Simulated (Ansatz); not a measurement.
The cell below belongs to a search over invented structures; it isn't taken from experiment.

Input and command of a plane-wave DFT calculation in Ansatz:

```yaml
crystal:
  lattice:
    - [0.0, 4.2423831, 7.1422552]
    - [2.3717241, 0.0, 7.1422552]
    - [2.3717241, 4.2423831, 0.0]
  atoms:
    - { symbol: Ti, position: [0.669691, 0.669691, 0.330309] }
    - { symbol: Ti, position: [0.330309, 0.330309, 0.669691] }
    - { symbol: Ge, position: [0.001888, 0.32648, 0.67352] }
    - { symbol: Ge, position: [0.337875, 0.662125, 0.337875] }
    - { symbol: Ge, position: [0.67352, 0.998112, 0.001888] }
    - { symbol: Ge, position: [0.32648, 0.001888, 0.998112] }
    - { symbol: Ge, position: [0.662125, 0.337875, 0.662125] }
    - { symbol: Ge, position: [0.998112, 0.67352, 0.32648] }
    - { symbol: Mo, position: [0.0, 0.0, 0.0] }
basis:
  ecutwfc: 420
kpoints:
  mp_grid: { grid: [10, 10, 10] }
hamiltonian:
  xc: pbe
scf:
  occupations: { method: gaussian, width: 0.1 }
output:
  forces: true
  stress: true
  eigenvalues: true
  write_density: true
  write_potential: true
  elf: true
  volumetric_format: npy
relax:
  adjacent_minimum: "off"
  f_tol: 0.01
  max_steps: 80
  cell: { stress_tol: 0.05 }
```

```bash
ansatz run input.yaml --threads 4 --pin off --max-ram 8192MiB --backend cpu --events-out ev --progress --plain --runs-dir out
```

Processor: Arm Neoverse V2, 4 threads, on a host shared with other jobs.

Q: Estimate time, memory and problem size.

A: About 70 s, peak memory 1.6 GiB. It solves 74 bands at 171 k points (after reduction by symmetry) with about 2779 plane waves (on the last cell), in 16 SCF iterations over 2 ionic steps.
